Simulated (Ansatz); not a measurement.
Which of these structures of Bi2W lies lowest?

All numbers below come from DFT, PBE, all-electron LAPW, scalar-relativistic (Ansatz 0.2.0).

Each cell is taken as listed (from a database or a relaxation; residual pressures are under 0.6 GPa and forces under 0.08 eV/Å), on meshes of about 0.2 Å⁻¹ spacing; energies are extrapolated to zero smearing, with no zero-point or thermal terms. Other structures, the observed one among them, may be missing from this set and lie lower. No run is spin-polarised.

No spin–orbit coupling, which matters for the heavy atoms here.

Task: Order the structures by energy per atom, lowest first, and give the differences.
A.
```cif
data_structure
_symmetry_space_group_name_H-M 'Fm-3m'
_symmetry_Int_Tables_number 225
_cell_length_a 6.8889
_cell_length_b 6.8889
_cell_length_c 6.8889
_cell_angle_alpha 90.000
_cell_angle_beta 90.000
_cell_angle_gamma 90.000
_cell_volume 326.93
loop_
_atom_site_label
_atom_site_type_symbol
_atom_site_symmetry_multiplicity
_atom_site_Wyckoff_symbol
_atom_site_fract_x
_atom_site_fract_y
_atom_site_fract_z
_atom_site_occupancy
W1 W 4 a 0.00000 0.00000 0.00000 1
Bi1 Bi 8 c 0.25000 0.75000 0.75000 1
```
(fluorite type, relaxed by us; 10×10×10 mesh on the primitive cell, smearing 0.08 eV, P = 0.0 GPa)
B.
Space group P-3m1 (No. 164). a = 3.420 Å, b = 3.420 Å, c = 8.353 Å, α = 90.00°, β = 90.00°, γ = 120.00°
```tsv
atom	site	symmetry	x	y	z
W	1a	-3m.	0.0000	0.0000	0.0000
Bi	2d	3m.	0.3333	0.6667	0.2536
```
(CdI2 type, relaxed by us; 9×9×5 mesh on the primitive cell, smearing 0.03 eV, P = 0.0 GPa)

Result: B (0 meV/atom), A (398 meV/atom).
